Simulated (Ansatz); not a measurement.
## Li8ZrO6 — coordination and 7Li quadrupole coupling

Cell: a Materials Project structure (computed, not necessarily an observed phase), taken as it stands.

Space group R-3:H (No. 148); a = 5.4529, c = 15.3874 Å, γ = 120.00°.

```csv
site,Wyckoff,site symmetry,x,y,z
Li1,18f,1,0.0393,0.6878,0.4553
Li4,6c,3.,0.0000,0.0000,0.3448
Zr,3a,-3.,0.0000,0.0000,0.0000
O,18f,1,0.0266,0.6779,0.5850
```

One atom of each set is listed; the run and its k-mesh use a cell of 15 atoms with edges of 6.02, 6.02, 6.02 Å.

The numbers come from a DFT calculation in Ansatz (PBE, plane waves and PAW, scalar-relativistic, 420 eV cutoff, Γ-centred 5×5×5 k-points, Fermi–Dirac smearing 0.02 eV).

Q(7Li) = -40.10 mb.

Q: Order the Li environments from the weakest to the strongest quadrupole coupling.
A. Li4: 6 O at 2.13–2.40 Å; also 6 Li at 2.49–2.64 Å
B. Li1: 4 O at 1.88–2.00 Å; also 1 O at 3.15 Å

A: A (0.068 MHz, η = 0.00), B (0.121 MHz, η = 0.22).

An axis of threefold or higher order runs through Li4, so V_zz lies along it and η is zero. Like point charges on the first shell alone (each adding as 1/d³) would give the same order.

With these PAW files V_zz is typically within 2 to 3 % of all-electron values, but misses above 10 % occur on Li.
